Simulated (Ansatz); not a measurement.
The start is a randomly generated symmetric cell of CeO2 (space group No. 22). Cell shape, volume and atoms are optimised at zero target pressure with r2SCAN (plane waves to 500 eV, PAW, scalar-relativistic; Ansatz, a program for electronic structure). The first steps use a coarse 6×6×6 k-mesh.

The start:
```
CeO2
1.0
    0.00000     3.46972     4.59477
    3.16748     0.00000     4.59477
    3.16748     3.46972     0.00000
Ce O
2 4
Direct
  0.02674   0.47326   0.02674
  0.47326   0.02674   0.47326
  0.75000   0.75000   0.75000
  0.00000   0.00000   0.00000
  0.01052   0.48948   0.48948
  0.48948   0.01052   0.01052
```
Spin-polarised start, with parallel moments on Ce.

```json
{
 "outcome": "The space group stays F222 (No. 22) (the run could not lower it), with 6 atoms in the primitive cell",
 "energy_released": "1.00 eV/atom",
 "Shortest distances (start → end)": "The closest pairs of elements (up to four, under 3.6 Å), start → end: O–O 1.65 → 2.47 Å; Ce–O 1.92 → 2.06 Å; Ce–Ce 3.10 → 3.40 Å",
 "moments_at_the_end": "zero (the starting moments vanished)",
 "optimiser_moves": "12"
}
```

Final values are on a 11×11×11 k-mesh of the relaxed cell. The start holds a very short contact (O–O 1.65 Å). No spin polarisation in the result: the starting moments vanished. The d or f electrons are treated with no Hubbard U. The f-shell occupation is the one the SCF fell into and was not checked against other states.

The run could not lose the symmetry of its start, so the end can be a saddle point.

The relaxed structure here is a generated cell of CeO2: the first start was made by a random draw of sites in a space group, and the end was not matched to a known phase here, so it may be hypothetical. Known forms of CeO2 include space group No. 225.
